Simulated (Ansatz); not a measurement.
## Bands of In3P

```xyz
4
Lattice="0.0000 3.6719 3.6719 3.6719 0.0000 3.6719 3.6719 3.6719 0.0000" Properties=species:S:1:pos:R:3 pbc="T T T"
P     0.0000    0.0000    0.0000
In    3.6719    3.6719    3.6719
In    1.8359    1.8359    1.8359
In    5.5078    5.5078    5.5078
```

Atoms are numbered in the order listed.

Conventional cell: a = 7.344 Å, b = 7.344 Å, c = 7.344 Å, α = 90.00°, β = 90.00°, γ = 90.00°. P (atom 1) has 8 In at 3.18 Å as nearest neighbours. Around In (atom 2) lie 8 In at 3.18 Å. Around In (atom 3) lie 4 P at 3.18 Å and 4 In at 3.18 Å.

The cell was built from the D03 type and relaxed in the same program, and has space group Fm-3m; it needn't be a known or the stable phase.

Spin–orbit coupling is left out, though it moves levels of the heavy atoms by tenths of an eV or more.

Method: DFT, PBE, all-electron LAPW, scalar-relativistic in Ansatz 0.2.0.

Settings: a Γ-centred 10×10×10 k mesh, Fermi–Dirac smearing of 0.03 eV, basis error target 1 meV/atom, no spin polarisation.

Points in fractions of the reciprocal vectors of this cell: Γ (0, 0, 0), X (0.5, 0, 0.5), U (0.625, 0.25, 0.625), K (0.375, 0.375, 0.75), L (0.5, 0.5, 0.5), W (0.5, 0.25, 0.75). The path joins them by straight lines in the order Γ–X–U–K–Γ–L–W–X; legs that retrace an earlier one aren't tabulated. Energies are in eV from the Fermi level.

(1) Metal or insulator at this level of theory?

(2) Tabulate bands 34 to 40, counted from the lowest band of the run, along the path.

Results:

(1) No gap opens: metallic or semimetallic.

(2) 
```csv
k (1/Å),point,band 34,band 35,band 36,band 37,band 38,band 39,band 40
0.00,Γ,-1.85,-1.76,-1.76,-1.76,0.08,0.08,0.08
0.21,,-2.44,-2.28,-2.28,-1.66,-0.82,0.27,0.27
0.43,,-3.19,-3.19,-3.07,-3.07,-0.30,0.80,0.80
0.64,,-4.70,-3.66,-3.62,-3.62,0.75,1.55,1.55
0.86,X,-5.36,-3.82,-3.81,-3.81,1.37,2.03,2.03
0.93,,-5.45,-4.23,-3.79,-3.24,1.32,1.79,1.97
1.01,,-5.71,-4.42,-3.72,-2.57,1.17,1.33,1.82
1.08,,-6.06,-4.44,-3.61,-1.84,0.83,0.94,1.59
1.16,U,-6.38,-4.35,-3.46,-1.09,0.37,0.65,1.32
1.29,,-6.10,-4.80,-2.72,-0.74,-0.35,0.40,1.59
1.42,,-5.84,-5.19,-1.64,-1.59,-0.19,0.02,1.92
1.55,,-6.10,-4.80,-2.72,-0.74,-0.35,0.40,1.59
1.68,K,-6.38,-4.35,-3.46,-1.09,0.37,0.65,1.32
1.91,,-5.62,-3.73,-2.80,-1.01,-0.31,0.52,1.56
2.14,,-4.46,-2.72,-2.06,-1.70,-1.12,0.11,0.95
2.36,,-2.97,-2.02,-1.76,-1.63,-1.07,0.30,0.55
2.59,Γ,-1.85,-1.76,-1.76,-1.76,0.08,0.08,0.08
2.77,,-2.70,-1.89,-1.89,-1.56,-0.65,0.12,0.12
2.96,,-3.81,-2.10,-2.10,-1.57,-0.85,-0.23,-0.23
3.15,,-4.47,-2.22,-2.22,-2.08,-0.66,-0.66,0.18
3.33,L,-4.66,-2.25,-2.25,-2.25,-0.83,-0.83,0.99
3.48,,-4.90,-3.07,-2.22,-2.18,-0.39,0.04,0.90
3.63,,-5.40,-4.19,-2.01,-1.96,0.30,0.44,1.28
3.78,,-5.84,-5.19,-1.64,-1.59,-0.19,0.02,1.92
3.94,W,-6.01,-6.01,-1.42,-1.22,-0.49,-0.49,2.50
4.04,,-5.97,-5.59,-2.20,-1.37,-0.38,0.31,2.28
4.15,,-5.77,-5.09,-2.96,-2.24,0.59,0.92,2.13
4.26,,-5.51,-4.50,-3.56,-3.06,1.26,1.51,2.05
4.36,X,-5.36,-3.82,-3.81,-3.81,1.37,2.03,2.03
```
